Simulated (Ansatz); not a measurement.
**Computed properties of MnRh**

MnRh:
```cif
data_MnRh
_chemical_formula_sum 'Rh1 Mn1'
_space_group_name_H-M_alt 'P 1'
_space_group_IT_number 1
_cell_length_a 3.02348
_cell_length_b 3.02348
_cell_length_c 3.02348
_cell_angle_alpha 90.000
_cell_angle_beta 90.000
_cell_angle_gamma 90.000
loop_
_space_group_symop_operation_xyz
  'x, y, z'
loop_
_atom_site_label
_atom_site_type_symbol
_atom_site_fract_x
_atom_site_fract_y
_atom_site_fract_z
_atom_site_occupancy
Rh1 Rh 0.50000 0.50000 0.50000 1
Mn1 Mn 0.00000 0.00000 0.00000 1
```
The run is spin-polarised; directions of the spins, atom by atom: ↑ ↑.

Space group Pm-3m (No. 221), CsCl type; conventional cell a = b = c = 3.0235 Å, α = β = γ = 90.00°.

Method: r²SCAN in the plane-wave PAW code Ansatz. The cell and atoms are relaxed at this level. Other levels are named where they apply.

### Cell and energy

| Quantity | Value |
|---|---|
| Volume per atom | 13.82 Å³ |
| Density | 9.48 g/cm³ |
| Formation energy from the elements (no fitted shifts) | -0.42 eV/atom |

### Electronic structure

| Quantity | Result |
|---|---|
| Electronic character | metallic (no gap) |
| Density of states at the Fermi level | 0.78 states/eV per atom (mean over ±0.08 eV) |

### Magnetism

| Quantity | Result |
|---|---|
| Magnetic order | ferromagnetic |
| Net moment | 2.09 μB per atom |

### Mechanics

| Property | Result |
|---|---|
| Bulk modulus (Birch–Murnaghan fit) | 180 GPa |
| Pressure derivative B′ | 6.1 |

### Charges

| Item | Result |
|---|---|
| Bader charges | Rh -0.81, Mn +0.81 e |

The workflow started from an entry of the Crystallography Open Database (COD), which files this formula under 2 space groups. Its standing as an ambient phase is unchecked. The cell was relaxed with r²SCAN under the symmetry of its start; whether a distortion lowers the energy is not shown. Spin order of the final state: ferromagnetic, chosen from 4 collinear starts compared on coarse meshes (ties went to the first, and starts can fall back to one state), not a proven ground state. Other orbital occupations within this spin state were not tried. For itinerant 3d metals, meta-GGAs of the SCAN family and hybrids are commonly reported to give too large moments. The references are the lowest solids computed at this level, not always the standard phases. The manganese reference at this level is a Cmcm phase, not α-Mn. Scalar-relativistic: spin–orbit coupling is off unless named, which matters more the heavier the elements.

Potentials: the later of the program's two PAW sets.
